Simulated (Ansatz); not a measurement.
# LaGe₂Rh₂: levels along high-symmetry lines

```xyz
5
Lattice="-2.0971 2.0971 5.3036 2.0971 -2.0971 5.3036 2.0971 2.0971 -5.3036" Properties=species:S:1:pos:R:3 pbc="T T T"
La    0.0000    0.0000    0.0000
Ge    0.0000    0.0000    6.6602
Ge    0.0000    0.0000    3.9470
Rh    0.0000    2.0971    2.6518
Rh    2.0971    0.0000    2.6518
```

Atoms are numbered in the order listed.

The cell is the one relaxed in the Materials Project (mp-4562), not relaxed further here; entries there can be hypothetical.

Spin polarisation is left out, and whether a magnetic state lies lower isn't shown here.

Spin–orbit coupling is left out, though it moves levels of the heavy atoms by tenths of an eV or more.

Level of theory: DFT, LDA, all-electron LAPW, scalar-relativistic (Ansatz 0.2.0).

Sampling and basis: a Γ-centred 12×12×12 k mesh, Fermi–Dirac smearing of 0.08 eV, basis error target 1 meV/atom, no spin polarisation.

Points in fractions of the reciprocal vectors of this cell: Γ (0, 0, 0), X (0, 0, 0.5), P (0.25, 0.25, 0.25), N (0, 0.5, 0), M (0.5, 0.5, -0.5), S (0.289, 0.711, -0.289), S0 (-0.289, 0.289, 0.289). The path joins them by straight lines in the order Γ–X–P–N–Γ–M–S–S0–Γ; legs that retrace an earlier one aren't tabulated. Energies are in eV from the Fermi level.

Q: Is there a gap?

A: none: with an odd electron count and no spin polarisation the bands can't all be full, a metal in this set-up (spin order or a larger cell could open a gap).

Q: List the levels between -8 and 3 eV at the symmetry points.

A: 
Γ: -5.85, -4.24 (×2), -4.22, -2.97, -2.45 (×2), -2.04, -1.63, -1.21, -1.00 (×2), -0.53, -0.22, 1.36 (×2), 2.06, 2.07, 2.14, 2.27 (×2)
X: -5.40, -5.04, -3.38, -3.13, -3.05, -3.03, -2.91, -2.89, -2.30, -1.65, -1.63, -1.52, -0.67, 0.42, 0.44, 1.50, 1.94, 1.98, 2.10, 2.11, 2.21, 2.24, 2.97
P: -5.23 (×2), -3.30, -3.11, -3.08 (×2), -2.99 (×2), -2.13, -1.64 (×2), -1.08 (×2), 0.44 (×2), 1.40, 1.97 (×2), 2.10 (×2), 2.20, 2.24, 2.68
N: -4.72, -4.18, -4.11, -3.68, -3.55, -3.37, -2.92, -2.71, -2.44, -2.42, -2.06, -1.39, 0.04, 1.23, 1.50, 1.75, 1.93, 2.17, 2.19, 2.23, 2.28
M: -5.42, -4.45 (×2), -4.20, -3.70, -2.80, -2.71 (×2), -1.21, -0.31 (×2), -0.22, 0.05, 1.06, 1.72, 1.78, 1.97 (×2), 2.13, 2.48 (×2), 2.82, 2.99
S: -4.74, -4.14, -3.92, -3.89, -3.73, -3.26, -3.23, -2.52, -2.37, -2.34, -2.27, 0.08, 0.15, 0.17, 1.80, 1.85, 2.04, 2.08, 2.17, 2.23, 2.30, 2.91, 2.95
S0: -4.74, -4.14, -3.92, -3.89, -3.73, -3.26, -3.23, -2.52, -2.37, -2.34, -2.27, 0.08, 0.15, 0.17, 1.80, 1.85, 2.04, 2.08, 2.17, 2.23, 2.30, 2.91, 2.95
